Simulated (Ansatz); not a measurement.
Ansatz (a program for electronic structure) input:

Ansatz 0.2 input:
```yaml
crystal:
  lattice:
    - [3.4283037967, 0.0, 0.0]
    - [-1.7141518984, 2.9689981799, 0.0]
    - [0.0, 0.0, 8.927694327]
  atoms:
    - { symbol: Sc, position: [0.6666666667, 0.3333333333, 0.6373966511] }
    - { symbol: Sc, position: [0.3333333333, 0.6666666667, 0.3626033489] }
    - { symbol: C, position: [0.0, 0.0, 0.5] }
    - { symbol: Cl, position: [0.6666666667, 0.3333333333, 0.1766120386] }
    - { symbol: Cl, position: [0.3333333333, 0.6666666667, 0.8233879614] }
kpoints:
  mp_grid: { grid: [6, 6, 2] }
hamiltonian:
  xc: hse06
  pseudopotentials: { kind: paw }
scf:
  n_extra_bands: 6
  occupations: { method: fixed }
output:
  eigenvalues: true
  eigenstates:
    e_range: [-9.0, 9.7]
    kpoints:
      - [0.0, 0.0, 0.0]  # VBM
      - [0.0, 0.5, 0.0]  # CBM
      - [0.0, 0.0, 0.0]  # GAMMA
      - [0.0, 0.0, 0.5]  # A
      - [0.3333333333, 0.3333333333, 0.0]  # K
      - [0.3333333333, 0.3333333333, 0.5]  # H
      - [0.5, 0.0, 0.0]  # M
      - [0.5, 0.0, 0.5]  # L
```

Output (shortened):

```
Pseudopotential: Sc, paw, valence charge 11
Pseudopotential: C, paw, valence charge 4
Pseudopotential: Cl, paw, valence charge 7
Functional definition: HSE06
davidson cushion auto → on  (no smearing: the cushion is to keep the highest requested band from converging to the state above it …
Crystal: 5 atoms, lattice volume = 90.872 Å³
Basis set: ecut = 420 eV, 1757 PW (Γ)
Bands: 26, of which v1, the nominal top of the filled ones, is band 20 counted from 1 (19 counted from 0)
Symmetry: 12 space group operations
Space group: P-3m1 (ITA 164), of the structure as read, at distance tolerance 4.5e-5 Å
k-points: 14 of 72
SCF iter   1: F=—  HF=-6689.320140 eV  |F-HF|=—  |Δ(HF+E_count)|=         —  Δρ=3.60e-3  dr2=3.04e-2  ethr=1.77e-3  ⟨swp⟩=5.6  Hψ=1559  notcnv=0
preconditioner: auto → none
SCF iter   2: F=—  HF=-6689.326721 eV  |F-HF|=—  |Δ(HF+E_count)|=   6.58e-3  Δρ=4.49e-3  dr2=5.40e-2  ethr=7.59e-5  ⟨swp⟩=4.6  Hψ=1148  notcnv=0
iter 3 solved again at ethr=1.10e-6 eV; its pass at ethr=7.59e-5 eV (dr2=4.39e-4 eV) is discarded
SCF iter   3: F=—  HF=-6689.316565 eV  |F-HF|=—  |Δ(HF+E_count)|=   1.02e-2  Δρ=7.35e-4  dr2=4.77e-4  ethr=1.10e-6  ⟨swp⟩=3.9  Hψ=1989  notcnv=0
SCF iter   4: F=-6689.316656 eV  HF=-6689.316660 eV  |F-HF|=4.02e-6  |Δ(HF+E_count)|=   9.52e-5  Δρ=1.90e-4  dr2=3.25e-5  ethr=1.10e-6  ⟨swp⟩=3.0  Hψ=869  notcnv=0
SCF 1 stopped early in 4 iterations: F = -6689.316656 eV  dr2 = 3.25e-5
Crystal: 5 atoms, lattice volume = 90.872 Å³
Exchange kernel: α = 0.2500, screened, ω = 0.2079 Å⁻¹, Wigner–Seitz truncation, v(0) = 1044.1764 eV·Å³, q-mesh 6×6×2, nearest image of the exchange supercell L …
Frozen-core exchange: fock
SCF iter   1: F=—  HF=-6691.638376 eV  |F-HF|=—  |Δ(HF+E_count)|=         —  Δρ=1.17e-2  dr2=2.20e-1  ethr=8.12e-7  ⟨swp⟩=9.1  Hψ=2241  notcnv=0
preconditioner: auto → none
SCF iter   2: F=—  HF=-6691.583459 eV  |F-HF|=—  |Δ(HF+E_count)|=   5.49e-2  Δρ=7.14e-3  dr2=7.79e-2  ethr=8.12e-7  ⟨swp⟩=7.9  Hψ=1980  notcnv=0
SCF iter   3: F=—  HF=-6691.567740 eV  |F-HF|=—  |Δ(HF+E_count)|=   1.57e-2  Δρ=1.79e-3  dr2=5.25e-3  ethr=8.12e-7  ⟨swp⟩=5.4  Hψ=1535  notcnv=0
SCF iter   4: F=—  HF=-6691.597077 eV  |F-HF|=—  |Δ(HF+E_count)|=   2.93e-2  Δρ=1.88e-3  dr2=5.66e-3  ethr=8.12e-7  ⟨swp⟩=5.0  Hψ=1489  notcnv=0
SCF iter   5: F=—  HF=-6691.595313 eV  |F-HF|=—  |Δ(HF+E_count)|=   1.76e-3  Δρ=4.05e-4  dr2=3.00e-4  ethr=8.12e-7  ⟨swp⟩=5.0  Hψ=1336  notcnv=0
SCF iter   6: F=—  HF=-6691.595261 eV  |F-HF|=—  |Δ(HF+E_count)|=   5.15e-5  Δρ=1.76e-4  dr2=1.32e-4  ethr=5.89e-7  ⟨swp⟩=3.9  Hψ=1032  notcnv=0
SCF iter   7: F=—  HF=-6691.596041 eV  |F-HF|=—  |Δ(HF+E_count)|=   7.79e-4  Δρ=2.70e-4  dr2=1.25e-4  ethr=1.49e-7  ⟨swp⟩=5.1  Hψ=1281  notcnv=0
SCF iter   8: F=-6691.595998 eV  HF=-6691.596007 eV  |F-HF|=9.26e-6  |Δ(HF+E_count)|=   3.35e-5  Δρ=8.44e-5  dr2=1.28e-5  ethr=1.49e-7  ⟨swp⟩=3.1  Hψ=945  notcnv=0
SCF 2 stopped early in 8 iterations: F = -6691.595998 eV  dr2 = 1.28e-5
hybrid outer 1: dexx = +3.546e-2 eV, tail = 8.15e-5 eV
Crystal: 5 atoms, lattice volume = 90.872 Å³
Exchange kernel: α = 0.2500, screened, ω = 0.2079 Å⁻¹, Wigner–Seitz truncation, v(0) = 1044.1764 eV·Å³, q-mesh 6×6×2, nearest image of the exchange supercell L …
Frozen-core exchange: fock
SCF iter   1: F=—  HF=-6691.595910 eV  |F-HF|=—  |Δ(HF+E_count)|=         —  Δρ=1.02e-4  dr2=1.45e-5  ethr=1.02e-6  ⟨swp⟩=4.4  Hψ=931  notcnv=0
preconditioner: auto → none
iter 2 solved again at ethr=4.10e-10 eV; its pass at ethr=3.33e-8 eV (dr2=1.64e-7 eV) is discarded
SCF iter   2: F=—  HF=-6691.595906 eV  |F-HF|=—  |Δ(HF+E_count)|=   4.22e-6  Δρ=2.24e-5  dr2=5.30e-7  ethr=4.10e-10  ⟨swp⟩=3.6  Hψ=2063  notcnv=0
SCF iter   3: F=—  HF=-6691.595909 eV  |F-HF|=—  |Δ(HF+E_count)|=   2.46e-6  Δρ=1.48e-5  dr2=2.76e-7  ethr=4.10e-10  ⟨swp⟩=6.6  Hψ=1371  notcnv=0
SCF iter   4: F=-6691.595909 eV  HF=-6691.595909 eV  |F-HF|=1.44e-9  |Δ(HF+E_count)|=   7.93e-8  Δρ=1.53e-6  dr2=1.38e-8  ethr=4.10e-10  ⟨swp⟩=4.0  Hψ=1006  notcnv=0
SCF 3 converged in 4 iterations: F = -6691.595909 eV  dr2 = 1.38e-8
hybrid outer 2: dexx = +3.169e-6 eV, tail = 4.64e-8 eV, Δε = 5.17e-3 eV (about 1.42e-4 eV left of the loop's levels)
the search or the solves at the SCF's close seem to have found levels that the self-consistency loop had missed (the run counts 3) …
NSCF: frozen V_eff on 8 k-points
hybrid SCF converged: 2 outer / 12 inner (+4 warm-up), last move |dexx| = 3.17e-6 eV, tail = 4.64e-8 eV
Stability not checked (fock_operator)
Free energy (F): -6691.595909 eV
Frozen-core exchange: fock
Harris-Foulkes:  -6691.595909 eV  (|F-HF|=1.44e-9)
Internal energy: -6691.595909 eV  (E = F + TS)
E sigma→0 (E₀):  -6691.595909 eV
Fermi energy:    6.930815 eV
--- Per-component energies (eV) ---
  E_band       = -428.579118
  E_kinetic    = 935.344944
  E_local      = -3001.007087  (includes V_loc(G=0)·N_el)
  E_nonlocal   = 238.743748
  E_hartree    = 1131.638236
  E_xc         = -382.249574
  E_vxc        = -452.850240  (∫ρ·V_xc dr)
  E_exx        = -107.043808  (= α·E_x^exact, valence–valence)
  E_paw        = -3313.099497  (= ΣΔE_a)
  E_vpaw       = -197.998845  (= ΣTr[D̂ρ^β])
  E_aug_tail   = 0.000205  (compensation charges beyond the density's cutoff)
  E_ewald      = -2193.358379
  E_core_change = -0.564697  (= ΣΔE_core)
  E_smearing   =  0.000000  (= −TS)
  E_closure    =  0.000000  (closes the sum)
  Σ components = -6691.595909   (vs F -6691.595909, Δ=-9.09e-13)
  [band-id]    e_kinetic+e_local+e_nonlocal+2·e_hartree+e_vxc+2·e_exx+e_vpaw+e_augmentation_tail = -428.578420   (vs E_band -428.579118, Δ=6.98e-4)
--- Band table (eV; the first three rows and the last of 14) ---
  k-point 0: bands = ["-45.4441", "-45.3949", "-22.6967", "-22.4061", "-22.3873", "-22.3873", "-22.3465", "-22.3465", "-10.4693", "-10.2573", "-3.1259", "2.0121", "2.1111", "3.9711", "3.9711", "4.0891", "4.0891", "6.1597", "6.9308", "6.9308", "10.5247", …
  k-point 1: bands = ["-45.4441", "-45.3950", "-22.6966", "-22.4063", "-22.3873", "-22.3873", "-22.3465", "-22.3465", "-10.4350", "-10.2943", "-3.0932", "1.2603", "3.1573", "3.9157", "3.9157", "4.1534", "4.1534", "5.6858", "6.9122", "6.9122", "10.5310", …
  k-point 2: bands = ["-45.4348", "-45.3914", "-22.6735", "-22.4864", "-22.4110", "-22.4051", "-22.3745", "-22.3513", "-10.3081", "-10.1253", "-2.8915", "2.0025", "2.2814", "3.2334", "3.4555", "3.8924", "3.9095", "6.0496", "6.1445", "6.7455", "9.9547", …
  k-point 13: bands = ["-45.3905", "-45.3905", "-22.6159", "-22.6159", "-22.6133", "-22.4804", "-22.4129", "-22.4129", "-9.6647", "-9.6647", "-1.9450", "1.7930", "2.0126", "2.0126", "2.0201", "2.9209", "2.9209", "5.1319", "5.1319", "6.2339", "11.1275", …
```

Cost: around 120 core-seconds (rough) on shared cores.

The points marked VBM and CBM come from a semilocal run.

The workflow started from a Materials Project entry (that database holds measured and hypothetical structures alike); the Crystallography Open Database copy checked does not list it. Whether it is the stable phase at ambient conditions was not checked. The cell was relaxed with r²SCAN+D4 under the symmetry of its start; its stability against distortions is not shown here. No spin polarisation was allowed.

Potentials: the later of the program's two PAW sets.

Ansatz is a plane-wave DFT program.
